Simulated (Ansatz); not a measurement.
Relaxed-ion elastic tensor of MgS (wurtzite, P6_3mc) in GPa (Voigt order), r²SCAN in the plane-wave PAW code Ansatz; density 2.06 g/cm³, 22.68 Å³ per atom.

|  | 1 | 2 | 3 | 4 | 5 | 6 |
|---|---|---|---|---|---|---|
| 1 | 90.5 | 49.8 | 42.6 | 0.0 | 0.0 | 0.0 |
| 2 | 49.8 | 90.5 | 42.6 | 0.0 | 0.0 | 0.0 |
| 3 | 42.6 | 42.6 | 87.5 | 0.0 | 0.0 | 0.0 |
| 4 | 0.0 | 0.0 | 0.0 | 20.0 | 0.0 | 0.0 |
| 5 | 0.0 | 0.0 | 0.0 | 0.0 | 20.0 | 0.0 |
| 6 | 0.0 | 0.0 | 0.0 | 0.0 | 0.0 | 20.4 |

**Question.** Is the crystal mechanically stable?

**Answer.** Yes: the smallest eigenvalue of C is 20.0 GPa.

**Question.** Work out the Voigt, Reuss and Hill averages.

**Answer.** K_V = 59.8, K_R = 59.7, K_H = 59.8; G_V = 21.0, G_R = 20.9, G_H = 20.9 GPa.

**Question.** Give Young's modulus, Poisson's ratio, Pugh's ratio and the universal anisotropy index.

**Answer.** E = 9KG/(3K + G) = 56.2 GPa; ν = 0.34; K/G = 2.86 (ductile by the Pugh limit of 1.75); A_U = 5G_V/G_R + K_V/K_R − 6 = 0.03.

**Question.** Estimate the sound speeds and the Debye temperature.

**Answer.** v_l = √((K + 4G/3)/ρ) = 6520 m/s, v_t = √(G/ρ) = 3180 m/s, mean 3580 m/s; Θ = (h/k)(3n/4πV)^(1/3) v_m = 376 K.

**Question.** Solve the Christoffel equation for the three sound speeds along x, y, z.

**Answer.** Eigenvalues of C_ijkl n_j n_l equal ρv² (piezoelectric stiffening left out). In km/s, slowest first: x 3.11, 3.14, 6.62; y 3.11, 3.14, 6.62; z 3.11, 3.11, 6.51.

**Question.** How much does each axis shrink under pressure?

**Answer.** Linear compressibilities β_i = Σ_j S_ij (j = 1 to 3): x 5.2, y 5.2, z 6.4 per TPa.

The cell is a constructed one: a structure type filled with these elements; the Crystallography Open Database copy checked does not list it. COD files the formula under space group No. 225, so this cell is another polymorph or a model. Whether it is the stable phase at ambient conditions was not checked. Symmetry was held in the r²SCAN relaxation; whether a distortion lowers the energy is not shown.

Potentials: the later of the program's two PAW sets.
